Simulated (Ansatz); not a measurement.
## SrMg: levels along high-symmetry lines

```
CELL_PARAMETERS angstrom
3.90000 0.00000 0.00000
0.00000 3.90000 0.00000
0.00000 0.00000 3.90000
ATOMIC_POSITIONS crystal
Sr 0.50000 0.50000 0.50000
Mg 0.00000 0.00000 0.00000
```

Atom numbers follow the list: Sr1, Mg2.

The cell is COD entry 9008822, as deposited and not checked against the literature; nothing was relaxed.

All numbers below come from DFT, LDA, all-electron LAPW, scalar-relativistic (Ansatz 0.2.0).

The runs use a Γ-centred 9×9×9 k mesh, Fermi–Dirac smearing of 0.05 eV, basis error target 0.5 meV/atom, no spin polarisation.

Points in fractions of the reciprocal vectors of this cell: Γ (0, 0, 0), X (0, 0.5, 0), M (0.5, 0.5, 0), R (0.5, 0.5, 0.5). The path joins them by straight lines in the order Γ–X–M–Γ–R–X–R–M; legs that retrace an earlier one aren't tabulated. Energies are in eV from the Fermi level.

**Question.** Metal or insulator at this level of theory?

**Answer.** No gap opens: metallic or semimetallic.

**Question.** Tabulate bands 11 to 17, counted from the lowest band of the run, along the path.

**Answer.** 
| k (1/Å) | point | band 11 | band 12 | band 13 | band 14 | band 15 | band 16 | band 17 |
| --- | --- | --- | --- | --- | --- | --- | --- | --- |
| 0.00 | Γ | -17.45 | -17.45 | -17.45 | -5.27 | 0.61 | 0.61 | 4.41 |
| 0.12 |  | -17.47 | -17.45 | -17.45 | -5.21 | 0.57 | 0.65 | 4.11 |
| 0.23 |  | -17.51 | -17.44 | -17.44 | -5.01 | 0.42 | 0.75 | 3.64 |
| 0.35 |  | -17.57 | -17.44 | -17.44 | -4.71 | 0.06 | 0.92 | 3.21 |
| 0.46 |  | -17.64 | -17.43 | -17.43 | -4.29 | -0.49 | 1.13 | 2.85 |
| 0.58 |  | -17.70 | -17.43 | -17.43 | -3.79 | -1.16 | 1.36 | 2.57 |
| 0.69 |  | -17.74 | -17.42 | -17.42 | -3.21 | -1.86 | 1.54 | 2.41 |
| 0.81 | X | -17.76 | -17.42 | -17.42 | -2.64 | -2.48 | 1.62 | 2.35 |
| 0.92 |  | -17.75 | -17.44 | -17.42 | -2.63 | -2.40 | 1.65 | 2.14 |
| 1.04 |  | -17.75 | -17.48 | -17.42 | -2.60 | -2.19 | 1.69 | 1.72 |
| 1.15 |  | -17.74 | -17.53 | -17.41 | -2.56 | -1.85 | 1.21 | 1.77 |
| 1.27 |  | -17.73 | -17.60 | -17.40 | -2.51 | -1.41 | 0.79 | 1.67 |
| 1.38 |  | -17.72 | -17.65 | -17.40 | -2.47 | -0.89 | 0.47 | 1.35 |
| 1.50 |  | -17.71 | -17.69 | -17.40 | -2.44 | -0.32 | 0.28 | 0.86 |
| 1.61 | M | -17.71 | -17.71 | -17.39 | -2.43 | 0.21 | 0.21 | 0.35 |
| 1.77 |  | -17.70 | -17.69 | -17.40 | -2.48 | -0.46 | 0.23 | 1.12 |
| 1.94 |  | -17.67 | -17.66 | -17.40 | -2.81 | -0.68 | 0.28 | 1.81 |
| 2.10 |  | -17.62 | -17.61 | -17.42 | -3.48 | -0.30 | 0.35 | 2.18 |
| 2.26 |  | -17.56 | -17.55 | -17.43 | -4.19 | 0.30 | 0.43 | 2.33 |
| 2.42 |  | -17.51 | -17.50 | -17.44 | -4.77 | 0.52 | 0.63 | 2.78 |
| 2.59 |  | -17.47 | -17.46 | -17.45 | -5.14 | 0.58 | 0.64 | 3.69 |
| 2.75 | Γ | -17.45 | -17.45 | -17.45 | -5.27 | 0.61 | 0.61 | 4.41 |
| 2.95 |  | -17.47 | -17.46 | -17.46 | -5.08 | 0.62 | 0.62 | 3.40 |
| 3.15 |  | -17.51 | -17.49 | -17.49 | -4.53 | 0.62 | 0.62 | 2.26 |
| 3.35 |  | -17.56 | -17.54 | -17.54 | -3.72 | 0.50 | 0.50 | 1.52 |
| 3.55 |  | -17.60 | -17.59 | -17.59 | -2.81 | 0.13 | 0.13 | 1.37 |
| 3.75 |  | -17.64 | -17.63 | -17.63 | -1.99 | -0.34 | -0.34 | 1.89 |
| 3.95 |  | -17.66 | -17.66 | -17.66 | -1.27 | -0.70 | -0.70 | 1.76 |
| 4.15 | R | -17.67 | -17.67 | -17.67 | -0.83 | -0.83 | -0.83 | 1.09 |
| 4.31 |  | -17.67 | -17.65 | -17.65 | -1.14 | -0.75 | -0.74 | 1.58 |
| 4.47 |  | -17.68 | -17.63 | -17.62 | -1.66 | -0.62 | -0.48 | 2.52 |
| 4.63 |  | -17.70 | -17.58 | -17.57 | -2.08 | -0.77 | -0.05 | 2.32 |
| 4.80 |  | -17.72 | -17.53 | -17.52 | -2.37 | -1.32 | 0.53 | 2.21 |
| 4.96 |  | -17.74 | -17.47 | -17.47 | -2.54 | -1.92 | 1.24 | 1.88 |
| 5.12 |  | -17.75 | -17.44 | -17.43 | -2.61 | -2.33 | 1.68 | 1.97 |
| 5.28 | X | -17.76 | -17.42 | -17.42 | -2.64 | -2.48 | 1.62 | 2.35 |
| 6.42 | R | -17.67 | -17.67 | -17.67 | -0.83 | -0.83 | -0.83 | 1.09 |
| 6.54 |  | -17.67 | -17.67 | -17.65 | -1.00 | -0.79 | -0.79 | 1.35 |
| 6.65 |  | -17.67 | -17.67 | -17.62 | -1.36 | -0.66 | -0.66 | 1.98 |
| 6.77 |  | -17.68 | -17.68 | -17.56 | -1.72 | -0.48 | -0.48 | 1.99 |
| 6.88 |  | -17.69 | -17.69 | -17.50 | -2.02 | -0.25 | -0.25 | 1.31 |
| 7.00 |  | -17.70 | -17.70 | -17.45 | -2.25 | -0.02 | -0.02 | 0.78 |
| 7.11 |  | -17.70 | -17.70 | -17.41 | -2.39 | 0.15 | 0.15 | 0.46 |
| 7.23 | M | -17.71 | -17.71 | -17.39 | -2.43 | 0.21 | 0.21 | 0.35 |
